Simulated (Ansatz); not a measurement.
### Question
Name crystals whose computed values (r²SCAN in the plane-wave PAW code Ansatz) fall in these windows: Θ_D (K) 180 to 240; B₀ by P(V) fit (GPa) 45 to 57; G_Hill (GPa) 21 to 28.

### Answer


```
crystal                                       Θ_D (K)  B₀ by P(V) fit (GPa)  G_Hill (GPa)
--------------------------------------------  -------  --------------------  ------------
CdTe, rock salt                                   200                  53.2          23.7
PbS, NiAs type                                    214                  55.1          27.4
TePb2Se, R-3m (Te on 3b, Pb on 6c, Se on 3a)      192                  46.4          27.5
```
Others may fit too.

Typed or built starts, not in the databases checked: PbS, NiAs type. Not the usual ambient phase: CdTe, rock salt; PbS, NiAs type. Standing as an ambient phase not checked: TePb2Se, R-3m (Te on 3b, Pb on 6c, Se on 3a). Perhaps ordered models of mixed-site phases: TePb2Se, R-3m (Te on 3b, Pb on 6c, Se on 3a). All cells were relaxed under the symmetry of their starts (and spin orders); stability against distortions was not tested throughout. Scalar-relativistic: spin–orbit coupling is off unless named, which matters more the heavier the elements.

Potentials: the later of the program's two PAW sets.
